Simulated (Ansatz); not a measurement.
TiO:
Space group P-62m (No. 189); a = 4.9559 Å, b = 4.9559 Å, c = 2.8386 Å, α = 90.00°, β = 90.00°, γ = 120.00°

```csv
atom,site,symmetry,x,y,z
Ti,2d,-6..,0.3333,0.6667,0.5000
Ti,1a,-62m,0.0000,0.0000,0.0000
O,3f,m2m,0.0000,0.3948,0.0000
```

Relaxed at zero pressure with PBEsol in the plane-wave PAW code Ansatz.

Task: The volume is lowered by 6 % and shape and atoms relax at that volume. What pressure results, and how do the axes share the change?

Result: 16.8 GPa; a -2.1 %, b -2.1 %, c -1.9 %; the energy rises by 30 meV/atom.

Task: Give the new structure.

Result: 
Space group P-62m (No. 189); a = b = 4.852 Å, c = 2.784 Å, α = β = 90.00°, γ = 120.00°

| atom | site | symmetry | x | y | z |
|---|---|---|---|---|---|
| Ti | 2d | -6.. | 0.3333 | 0.6667 | 0.5000 |
| Ti | 1a | -62m | 0.0000 | 0.0000 | 0.0000 |
| O | 3f | m2m | 0.0000 | 0.3973 | 0.0000 |

The phase is kept; no other phase was compared at this pressure.

The first step of the workflow began from a Materials Project structure, measured or hypothetical; the Crystallography Open Database copy checked does not list it. COD files the formula under space group No. 12, 225, so this cell is another polymorph or a model. Its standing as an ambient phase is unchecked. The cell was relaxed with PBEsol under the symmetry of its start; of distortions, only those at the zone centre were tested. No spin polarisation was allowed.

Potentials: the later of the program's two PAW sets.
